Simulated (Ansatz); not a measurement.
BeTe (wurtzite, P6_3mc) at seven volumes, DFT-LDA in the program Ansatz with PAW potentials, shape and atoms relaxed at each. One row is withheld.

```csv
V (Å³/atom),P (GPa)
19.484,7.23
20.126,4.45
20.768,2.06
21.411,0.00
22.053,-1.77
22.695,?
23.338,-4.61
```

Fit the shown pressures and predict the withheld one.

P = (3/2)B₀(x^(7/2) − x^(5/2))[1 + (3/4)(B′ − 4)(x − 1)] with x = (V₀/V)^(2/3). Least squares on the six rows gives V₀ = 21.411 Å³/atom, B₀ = 63.5 GPa, B′ = 3.98. At V = 22.695, x = 0.9619 and P = -3.29 GPa. The run itself gave -3.29 GPa.

The first step of the workflow began from a Materials Project structure, measured or hypothetical; the Crystallography Open Database copy checked does not list it. COD files the formula under space group No. 216, so this cell is another polymorph or a model. Whether it is the stable phase at ambient conditions was not checked. Symmetry was held in the LDA relaxation; of distortions, only those at the zone centre were tested. Spin–orbit coupling is left out wherever it is not named.

Potentials: the later of the program's two PAW sets.
